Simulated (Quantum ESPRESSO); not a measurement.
```cif
data_KLuS2
_chemical_formula_sum 'S2 K1 Lu1'
_space_group_name_H-M_alt 'P 1'
_space_group_IT_number 1
_cell_length_a 7.52487
_cell_length_b 7.52487
_cell_length_c 7.52487
_cell_angle_alpha 29.882
_cell_angle_beta 29.882
_cell_angle_gamma 29.882
loop_
_space_group_symop_operation_xyz
  'x, y, z'
loop_
_atom_site_label
_atom_site_type_symbol
_atom_site_fract_x
_atom_site_fract_y
_atom_site_fract_z
_atom_site_occupancy
S1 S 0.76603 0.76603 0.76603 1
S2 S 0.23397 0.23397 0.23397 1
K1 K 0.00000 0.00000 0.00000 1
Lu1 Lu 0.50000 0.50000 0.50000 1
```

The PBEsol cell relaxed from Materials Project entry mp-1007636 was given an isotropic strain of -0.7 % on all lattice vectors, and the atoms were relaxed again.

Q: What does norm-conserving PBEsol (Quantum ESPRESSO, 100 Ry, no spin-orbit coupling) give for the electronic structure near the Fermi level?

A: The PBEsol gap is indirect, 2.03 eV, from Γ to F; the smallest direct gap is 2.90 eV. The 4f states are in the valence at their DFT position.
